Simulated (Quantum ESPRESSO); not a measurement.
Ru6TiAu, input and log of a self-consistent run

Simulated, not a measurement. The program is pw.x of Quantum ESPRESSO 7.5 (plane-wave density functional theory). The cell is made up: eight metal atoms on a face-centred cubic lattice, with elements, volume, strain and displacements drawn at random and not relaxed, so it may be unstable or far from any real phase. PseudoDojo standard norm-conserving files set the functional (PBE unless stated); there is no spin polarisation or spin-orbit coupling, the Fermi-Dirac width of 0.25 eV means electrons at about 2900 K, and the masses in the input are unused placeholders. Heavy elements are run without spin-orbit coupling, which real alloys of them have. A spin test at this wide smearing found no moment, but such smearing suppresses magnetism that the real alloy may have.

Input:

```
&control calculation='scf', pseudo_dir='./dojo.nc.sr.pbe.v0_5.standard.upf', outdir='./o', disk_io='minimal', tprnfor=.true., tstress=.true. /
&system ibrav=0, nat=8, ntyp=3, nbnd=81, ecutwfc=84.00895049, nosym=.true., tot_charge=0,
 occupations='smearing', smearing='fd', degauss=0.0183746611
/
&electrons conv_thr=1.470e-08, electron_maxstep=70, mixing_beta=0.5 /
ATOMIC_SPECIES
Au 1.0 Au.upf
Ru 1.0 Ru.upf
Ti 1.0 Ti.upf
CELL_PARAMETERS angstrom
1.9692 3.9388 1.9928
1.957 -3.9568 2.0407
3.9531 0.03 -4.0603
ATOMIC_POSITIONS angstrom
Ru -0.1009 0.0706 -0.1018
Ru 2.0518 -0.0772 -2.0228
Ti 1.8874 -1.9169 0.1607
Ru 3.7734 -2.0586 -2.1196
Au 1.9903 2.0567 0.1561
Ru 3.8744 1.984 -2.1293
Ru 2.1591 -0.0895 2.1224
Ru 3.9612 -0.0226 0.1257
K_POINTS automatic
5 5 4 1 1 1
```

The log is shortened where brackets say so; the opening notice, blank lines, dates and the lines on written files are dropped, and the path of the files is cut. It prints rydbergs, bohrs and kilobars, and counts compression as positive stress. Its total energy is the free energy E - TS of the whole cell.

```
     Program PWSCF v.7.5
     Parallel version (MPI & OpenMP), running on       4 processor cores
     Number of MPI processes:                 4
     Threads/MPI process:                     1
     [start-up lines left out]
     bravais-lattice index     =            0
     lattice parameter (alat)  =       9.1341  a.u.
     unit-cell volume          =     849.4549 (a.u.)^3
     number of atoms/cell      =            8
     number of atomic types    =            3
     number of electrons       =       127.00
     number of Kohn-Sham states=           81
     kinetic-energy cutoff     =      84.0090  Ry
     charge density cutoff     =     336.0358  Ry
     scf convergence threshold =      1.5E-08
     mixing beta               =       0.5000
     number of iterations used =            8  plain     mixing
     Exchange-correlation= PBE
                           (   1   4   3   4   0   0   0)
     [axes and pseudopotential details left out]
   Cartesian axes
     site n.     atom                  positions (alat units)
         1        Ru     tau(   1) = (  -0.0208750   0.0146063  -0.0210612  )
         2        Ru     tau(   2) = (   0.4244919  -0.0159717  -0.4184921  )
         3        Ti     tau(   3) = (   0.3904795  -0.3965827   0.0332468  )
         4        Ru     tau(   4) = (   0.7806694  -0.4258987  -0.4385188  )
         5        Au     tau(   5) = (   0.4117683   0.4255056   0.0322951  )
         6        Ru     tau(   6) = (   0.8015651   0.4104649  -0.4405256  )
         7        Ru     tau(   7) = (   0.4466909  -0.0185164   0.4390981  )
         8        Ru     tau(   8) = (   0.8195229  -0.0046757   0.0260058  )
     number of k points=    50  Fermi-Dirac smearing, width (Ry)=  0.0184
                       cart. coord. in units 2pi/alat
        k(    1) = (   0.1995254  -0.0000326   0.0454523), wk =   0.0400000
        k(    2) = (   0.3523831  -0.0011714  -0.1033442), wk =   0.0400000
     [further k points left out]
     Dense  grid:    88387 G-vectors     FFT dimensions: (  54,  54,  64)
     Estimated max dynamical RAM per process >     335.76 MB
     Estimated total dynamical RAM >       1.25 GB
     Initial potential from superposition of free atoms
     starting charge     126.9937, renormalised to     127.0000
     Starting wfcs are   80 randomized atomic wfcs +    1 random wfcs
     total cpu time spent up to now is        7.9 secs
     per-process dynamical memory:   266.0 Mb
     Self-consistent Calculation
     iteration #  1     ecut=    84.01 Ry     beta= 0.50
     Davidson diagonalization with overlap
     ethr =  1.00E-02,  avg # of iterations =  3.0
     total cpu time spent up to now is       27.7 secs
     total energy              =   -1626.33721135 Ry
     estimated scf accuracy    <       3.24295873 Ry
     iteration #  2     ecut=    84.01 Ry     beta= 0.50
     Davidson diagonalization with overlap
     ethr =  2.55E-03,  avg # of iterations =  3.5
     total cpu time spent up to now is       53.9 secs
     total energy              =   -1626.64767331 Ry
     estimated scf accuracy    <      14.28737096 Ry
     iteration #  3     ecut=    84.01 Ry     beta= 0.50
     Davidson diagonalization with overlap
     ethr =  2.55E-03,  avg # of iterations =  2.9
     total cpu time spent up to now is       75.4 secs
     total energy              =   -1627.37480627 Ry
     estimated scf accuracy    <      11.43848790 Ry
     iteration #  4     ecut=    84.01 Ry     beta= 0.50
     Davidson diagonalization with overlap
     ethr =  2.55E-03,  avg # of iterations =  2.1
     total cpu time spent up to now is       90.7 secs
     total energy              =   -1627.95305756 Ry
     estimated scf accuracy    <       0.78846799 Ry
     iteration #  5     ecut=    84.01 Ry     beta= 0.50
     Davidson diagonalization with overlap
     ethr =  6.21E-04,  avg # of iterations =  3.6
     total cpu time spent up to now is      105.6 secs
     total energy              =   -1627.93777069 Ry
     estimated scf accuracy    <       0.71044171 Ry
     [iterations 6 to 16 left out]
     iteration # 17     ecut=    84.01 Ry     beta= 0.50
     Davidson diagonalization with overlap
     ethr =  4.25E-09,  avg # of iterations =  1.0
     total cpu time spent up to now is      268.3 secs
     total energy              =   -1628.02130157 Ry
     estimated scf accuracy    <       0.00000108 Ry
     iteration # 18     ecut=    84.01 Ry     beta= 0.50
     Davidson diagonalization with overlap
     ethr =  8.52E-10,  avg # of iterations =  1.0
     total cpu time spent up to now is      283.2 secs
     total energy              =   -1628.02130165 Ry
     estimated scf accuracy    <       0.00000067 Ry
     iteration # 19     ecut=    84.01 Ry     beta= 0.50
     Davidson diagonalization with overlap
     ethr =  5.24E-10,  avg # of iterations =  1.0
     total cpu time spent up to now is      298.4 secs
     total energy              =   -1628.02130167 Ry
     estimated scf accuracy    <       0.00000034 Ry
     iteration # 20     ecut=    84.01 Ry     beta= 0.50
     Davidson diagonalization with overlap
     ethr =  2.66E-10,  avg # of iterations =  1.0
     total cpu time spent up to now is      312.6 secs
     total energy              =   -1628.02130170 Ry
     estimated scf accuracy    <       0.00000004 Ry
     iteration # 21     ecut=    84.01 Ry     beta= 0.50
     Davidson diagonalization with overlap
     ethr =  2.91E-11,  avg # of iterations =  1.0
     total cpu time spent up to now is      326.8 secs
     End of self-consistent calculation
     [lines on levels left out]
!    total energy              =   -1628.02130169 Ry
     estimated scf accuracy    <       0.00000001 Ry
     smearing contrib. (-TS)   =      -0.15581259 Ry
     internal energy E=F+TS    =   -1627.86548910 Ry
     The total energy is F=E-TS. E is the sum of the following terms:
     one-electron contribution =    -404.51014879 Ry
     hartree contribution      =     278.32280792 Ry
     xc contribution           =    -273.85608768 Ry
     ewald contribution        =   -1227.82206055 Ry
     convergence has been achieved in  21 iterations
     Forces acting on atoms (cartesian axes, Ry/au):
     atom    1 type  2   force =     0.01553174    0.00623604    0.07483899
     atom    2 type  2   force =     0.01740090    0.03127889   -0.01920096
     atom    3 type  3   force =     0.02307769   -0.00386108   -0.01355893
     atom    4 type  2   force =     0.01390559    0.01912482    0.03336120
     atom    5 type  1   force =     0.02647201   -0.09533273   -0.05074823
     atom    6 type  2   force =    -0.00206741   -0.00137788    0.03310803
     atom    7 type  2   force =    -0.09938709    0.04846870   -0.02280068
     atom    8 type  2   force =     0.00506657   -0.00453676   -0.03499941
     Total force =     0.193440     Total SCF correction =     0.000467
     Computing stress (Cartesian axis) and pressure
          total   stress  (Ry/bohr**3)                   (kbar)     P=      -97.71
  -0.00055118  -0.00014874   0.00023255          -81.08      -21.88       34.21
  -0.00014874  -0.00057933   0.00012692          -21.88      -85.22       18.67
   0.00023255   0.00012692  -0.00086218           34.21       18.67     -126.83
     init_run     :      7.28s CPU      7.79s WALL (       1 calls)
     electrons    :    305.96s CPU    318.89s WALL (       1 calls)
     forces       :      2.25s CPU      2.25s WALL (       1 calls)
     stress       :      8.23s CPU      8.25s WALL (       1 calls)
     [timing details left out]
     PWSCF        :   5m23.85s CPU   5m37.41s WALL
     JOB DONE.
```

In other units: free energy -22150.358 eV for the cell, pressure -9.77 GPa, largest force component 2.555 eV/Å in size. The run took 339 s of wall time with four MPI processes on a shared machine (AMD EPYC, older, virtual cores), so the time is rough. A rerun of this cell at a higher cutoff and on a denser mesh moved values by no more than 0.007 eV in energy, 0.08 GPa in stress and 0.010 eV/Å in force, and a second program with other atomic files agreed on that cell to 2 % rms in force and 0.5 GPa in pressure.